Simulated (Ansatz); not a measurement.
Bi (fcc (Cu type), Fm-3m) under volume change, the program Ansatz at the r²SCAN level (PAW), scaled uniformly.

```json
[
 {"V (Å³/atom)": "28.559", "E − E(relaxed) (meV/atom)": "52.0", "P (GPa)": "6.41"},
 {"V (Å³/atom)": "29.501", "E − E(relaxed) (meV/atom)": "21.8", "P (GPa)": "3.93"},
 {"V (Å³/atom)": "30.442", "E − E(relaxed) (meV/atom)": "…", "P (GPa)": "…"},
 {"V (Å³/atom)": "31.384", "E − E(relaxed) (meV/atom)": "0.0", "P (GPa)": "0.00"},
 {"V (Å³/atom)": "32.325", "E − E(relaxed) (meV/atom)": "…", "P (GPa)": "…"},
 {"V (Å³/atom)": "33.267", "E − E(relaxed) (meV/atom)": "17.1", "P (GPa)": "-2.74"},
 {"V (Å³/atom)": "34.208", "E − E(relaxed) (meV/atom)": "36.4", "P (GPa)": "-3.81"}
]
```

**Question.** What belongs in the gaps?

**Answer.** 
- 30.442, E − E(relaxed) (meV/atom): 5.1
- 30.442, P (GPa): 1.80
- 32.325, E − E(relaxed) (meV/atom): 4.5
- 32.325, P (GPa): -1.50

**Question.** What does a third-order Birch–Murnaghan fit give for V₀, B₀ and B′?

**Answer.** V₀ = 31.39 Å³/atom, B₀ = 54.3 GPa, B′ = 4.7.

The start of the workflow was typed in or built on a structure type; neither database checked (COD, Materials Project) lists it. It is not the phase usual at ambient conditions (space group No. 166). The cell was relaxed with r²SCAN under the symmetry of its start. At this level the phase is mechanically unstable. Scalar-relativistic: spin–orbit coupling is off unless named, which matters more the heavier the elements.

Potentials: the later of the program's two PAW sets.
